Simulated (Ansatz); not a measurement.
Theory: Ansatz, DFT PBE, scalar-relativistic, plane waves, PAW, and for the lanthanide a 4f-in-core norm-conserving potential. All cells share a 690 eV cutoff and Γ-centred k meshes spaced at most about 0.3 Å⁻¹ (about 0.25 or finer for metals, 2π included). No spin polarisation in the final relaxations.

These are static total energies at zero pressure.

Two relaxed structures of TmF4:

1.

```
CELL_PARAMETERS angstrom
4.40724 0.00000 0.00000
0.00000 4.40724 0.00000
0.00000 0.00000 4.40724
ATOMIC_POSITIONS crystal
Tm 0.00000 0.00000 0.00000
F 0.26501 0.73499 0.73499
F 0.73499 0.26501 0.73499
F 0.73499 0.73499 0.26501
F 0.26501 0.26501 0.26501
```

2.

```
CELL_PARAMETERS angstrom
6.42840 0.00000 0.00000
0.00000 6.42840 0.00000
0.00000 0.00000 7.68689
ATOMIC_POSITIONS crystal
Tm 0.00000 0.00000 0.00000
F 0.31441 0.00000 0.00000
F 0.68559 0.00000 0.00000
F 0.00000 0.31441 0.00000
F 0.00000 0.68559 0.00000
```

Question: Which would you expect to be lower, and how large is the difference?

Answer: Cell 1 is lower, by 266 meV/atom. Cell 1 has space group P-43m (No. 215), 17.1 Å³/atom and no gap on its mesh; cell 2 has space group P4/mmm (No. 123), 63.5 Å³/atom and no gap. In cell 1, Tm is surrounded by 4 F at 2.02 Å; F has 1 Tm at 2.02 Å. In cell 2, Tm is surrounded by 4 F at 2.02 Å; around F lie 1 Tm at 2.02 Å and 1 F at 2.39 Å. Both come from invented guesses. A third cell relaxed alike, in Im-3m, lies 0.36 eV/atom below the lower of the two.

No dispersion correction is applied, so the spacing and binding between layers, chains or molecules are poorly described (P4/mmm), and this can change margins and order among such cells. In P-43m, P4/mmm an odd number of valence electrons (the lanthanide is held trivalent, its 4f shell in the core) allows no gap without spin; another valence of the lanthanide, a larger cell or a magnetic state could open one. A magnetic state wasn't ruled out in cells without spin, among them P-43m, P4/mmm. Cells relaxed within their symmetry can be saddle points.

The lanthanide is trivalent by construction, without f bands, f moments or other valences.
